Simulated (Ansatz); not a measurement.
TiSb₂ in space group I4/mcm (No. 140; Sb on 8h, Ti on 4a) under volume change, plane-wave PAW PBEsol (Ansatz code), shape and atoms relaxed at each volume.

```
V (Å³/atom)  E − E(relaxed) (meV/atom)  P (GPa)
-----------  -------------------------  -------
19.071                               ?        ?
19.700                            26.1     7.05
20.328                             6.2     3.24
20.957                             0.0     0.00
21.586                               ?        ?
22.215                            21.0    -5.06
22.843                            44.8    -7.02
```

Question: Complete the blanks.

Answer: 
- 21.586, E − E(relaxed) (meV/atom): 5.5
- 21.586, P (GPa): -2.74
- 19.071, E − E(relaxed) (meV/atom): 62.4
- 19.071, P (GPa): 11.57

Question: What does a third-order Birch–Murnaghan fit give for V₀, B₀ and B′?

Answer: V₀ = 20.96 Å³/atom, B₀ = 99.0 GPa, B′ = 4.5.

The workflow started from an entry of the Crystallography Open Database (COD, 293 K). Whether it is the stable phase at ambient conditions was not checked. The PBEsol relaxation kept the symmetry of its start; of distortions, only those at the zone centre were tested. No spin polarisation was allowed. Scalar-relativistic: spin–orbit coupling is off unless named, which matters more the heavier the elements.

Potentials: the later of the program's two PAW sets.
